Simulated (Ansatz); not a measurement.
Computed with Ansatz 0.2.0, DFT PBE, scalar-relativistic, plane waves, PAW. All cells share a 420 eV cutoff and Γ-centred k meshes spaced at most about 0.3 Å⁻¹ (about 0.25 or finer for metals, 2π included). No spin polarisation in the final relaxations.

These are static total energies at zero pressure. All come from trial cells, and lower structures may exist.

Problem. Order these relaxed structures of BiSb₄O by energy, lowest first, with the energy over the lowest of them.
A.

```
CELL_PARAMETERS angstrom
5.32029 0.00000 0.00000
-2.66015 4.60751 0.00000
0.00000 0.00000 6.05579
ATOMIC_POSITIONS crystal
Sb 0.33333 0.66667 0.74188
Sb 0.33333 0.66667 0.25812
Sb 0.66667 0.33333 0.74188
Sb 0.66667 0.33333 0.25812
Bi 0.00000 0.00000 0.00000
O 0.00000 0.00000 0.50000
```

B.

```
CELL_PARAMETERS angstrom
0.00000 4.33875 4.33875
4.33875 0.00000 4.33875
4.33875 4.33875 0.00000
ATOMIC_POSITIONS crystal
Sb 0.62727 0.62727 0.11818
Sb 0.62727 0.11818 0.62727
Sb 0.11818 0.62727 0.62727
Sb 0.62727 0.62727 0.62727
Bi 0.25000 0.25000 0.25000
O 0.00000 0.00000 0.00000
```

C.

```
CELL_PARAMETERS angstrom
4.61373 0.00000 0.00000
0.00000 4.61373 0.00000
0.00000 0.00000 7.75291
ATOMIC_POSITIONS crystal
Sb 0.50000 0.00000 0.81133
Sb 0.00000 0.50000 0.18867
Sb 0.50000 0.00000 0.18867
Sb 0.00000 0.50000 0.81133
Bi 0.50000 0.50000 0.50000
O 0.00000 0.00000 0.00000
```

Solution. C (0 meV/atom), A (10 meV/atom), B (351 meV/atom). Forms: C P4/mmm; A P6/mmm; B F-43m. Counting Bi or Sb atoms around O (for each partner element, those within 1.25 times its shortest distance or 1.15 times the sum of covalent radii, where it is the nearest in units of that sum or under 1.3; the shortest distance is added where it is long for a bond): C has O 8 from 2.7 Å; A has O 2 from 3.0 Å; B has O 12 from 3.6 Å. C holds Sb–Sb pairs (shortest 2.93 Å); A holds Sb–Sb nets (shortest 2.93 Å); B holds Sb–Sb bonds in all directions (shortest 3.01 Å). Even the lowest lies +0.25 eV/atom against the elements.

For metals, differences of a few meV/atom aren't resolved. These runs have no spin–orbit coupling, which can matter for Bi and Sb. A magnetic state wasn't ruled out in cells without spin, among them P4/mmm, P6/mmm, F-43m. Cells relaxed within their symmetry can be saddle points. Some types were kept out of the candidates beforehand, so the set may lack a known form.
